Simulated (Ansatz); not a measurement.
SrB₂: reading a single point

```xyz
6
Lattice="0.0000 4.0077 0.0000 4.0077 0.0000 0.0000 2.0038 2.0038 -6.2445" Properties=species:S:1:pos:R:3 pbc="T T T"
B     2.0038    2.0038   -1.0741
B     4.0077    2.0038   -4.1963
B     4.0077    2.0038   -2.0482
B     4.0077    4.0077   -5.1705
Sr    0.0000    0.0000    0.0000
Sr    2.0038    4.0077   -3.1223
```

The numbers come from plane-wave PAW DFT (Ansatz): r2SCAN, no spin polarisation, 500 eV, 9×9×9 Γ-centred k points, fermi-dirac occupations (width 0.1 eV). Nothing was relaxed.

Charges: Bader charges in e: Sr +1.36, B -0.68. In the mean Sr gives up most and B takes most.
Stress: The pressure is -9.3 GPa (compression positive), so with the atoms held at these fractions the cell would first shrink; the forces are large, so a full relaxation may end otherwise. The principal stresses -11.1, -11.1, -5.9 GPa differ, so its shape would change too.
Electronic structure: It is a metal, with about 3.3 states/eV a cell as the mean within 0.25 eV of the Fermi level, mostly B p (85 %).
Forces: The largest is on B2 (and as large on other atoms): 1.10 eV/Å, components (0.00, 0.00, 1.10). It makes 0° with the line to a nearest neighbour, B3 at 2.15 Å, pointing towards it.

Origin: a known structure type with other elements, at an estimated volume, so it need not be a known compound.
